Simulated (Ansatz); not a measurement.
Sr (diamond, Fd-3m) under volume change, plane-wave PAW r²SCAN (Ansatz code), scaled uniformly.

| V (Å³/atom) | E − E(relaxed) (meV/atom) | P (GPa) |
|---|---|---|
| 103.950 | 9.5 | 0.31 |
| 107.377 | 4.1 | 0.20 |
| 110.804 | 1.0 | 0.09 |
| 114.230 | 0.0 | 0.00 |
| 117.657 | 0.9 | -0.08 |
| 121.084 | 3.6 | -0.16 |
| 124.511 | 7.7 | -0.23 |

**Question.** What does a third-order Birch–Murnaghan fit give for V₀, B₀ and B′?

**Answer.** V₀ = 114.23 Å³/atom, B₀ = 3.0 GPa, B′ = 2.5.

The start of the workflow was typed in or built on a structure type; neither database checked (COD, Materials Project) lists it. It is not the phase usual at ambient conditions (space group No. 225). The cell was relaxed with r²SCAN under the symmetry of its start. At this level the phase is mechanically unstable. The volume moved by 28 % from the start of the relaxation.

Potentials: the later of the program's two PAW sets.
